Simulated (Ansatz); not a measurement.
### Question
Name crystals whose computed values (PBEsol (plane waves, PAW; program Ansatz)) fall in these windows: B₀ by P(V) fit (GPa) 190 to 250; highest Γ mode, no LO–TO term (cm⁻¹) 240 to 310.

### Answer


```json
[
 {"crystal": "V3Au, Cu3Au type", "B₀ by P(V) fit (GPa)": "206", "highest Γ mode, no LO–TO term (cm⁻¹)": "276"},
 {"crystal": "Cu3Pt, Cu3Au type", "B₀ by P(V) fit (GPa)": "198", "highest Γ mode, no LO–TO term (cm⁻¹)": "240"},
 {"crystal": "TiTc, CsCl type", "B₀ by P(V) fit (GPa)": "220", "highest Γ mode, no LO–TO term (cm⁻¹)": "271"},
 {"crystal": "GaCo, CsCl type", "B₀ by P(V) fit (GPa)": "200", "highest Γ mode, no LO–TO term (cm⁻¹)": "244"},
 {"crystal": "Ni3Ge, Cu3Au type", "B₀ by P(V) fit (GPa)": "218", "highest Γ mode, no LO–TO term (cm⁻¹)": "299"}
]
```
Others may fit too.

Standing as an ambient phase not checked: V3Au, Cu3Au type; Cu3Pt, Cu3Au type; TiTc, CsCl type; Ni3Ge, Cu3Au type. Began spin-polarised and lost the moments: V3Au, Cu3Au type; GaCo, CsCl type. All cells were relaxed under the symmetry of their starts (and spin orders); stability against distortions was not tested throughout. Rows with no word on spin ran without spin polarisation. Scalar-relativistic: spin–orbit coupling is off unless named, which matters more the heavier the elements.

Potentials: the later of the program's two PAW sets.
